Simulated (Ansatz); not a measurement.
Given:

AlRu:
```xyz
2
Lattice="2.9763 0.0000 0.0000 0.0000 2.9763 0.0000 0.0000 0.0000 2.9763" Properties=species:S:1:pos:R:3 pbc="T T T"
Al     0.0000     0.0000     0.0000
Ru     1.4881     1.4881     1.4881
```

This is the PBEsol-relaxed structure.

All from PBEsol in the plane-wave PAW code Ansatz, unless another level is named. Estimate the bulk modulus (Birch–Murnaghan fit).

219 GPa.

Predict the elastic constants (relaxed ions, GPa).

C11 = 340, C12 = 159, C44 = 136.

Space group Pm-3m (CsCl type). The PBEsol relaxation kept the symmetry of its start; phonons on a q-mesh show no instability. The run is not spin-polarised. As this level gives no gap, shear constants depend on the k-mesh and smearing (Fermi–Dirac, 0.1 eV here).

Potentials: the later of the program's two PAW sets.
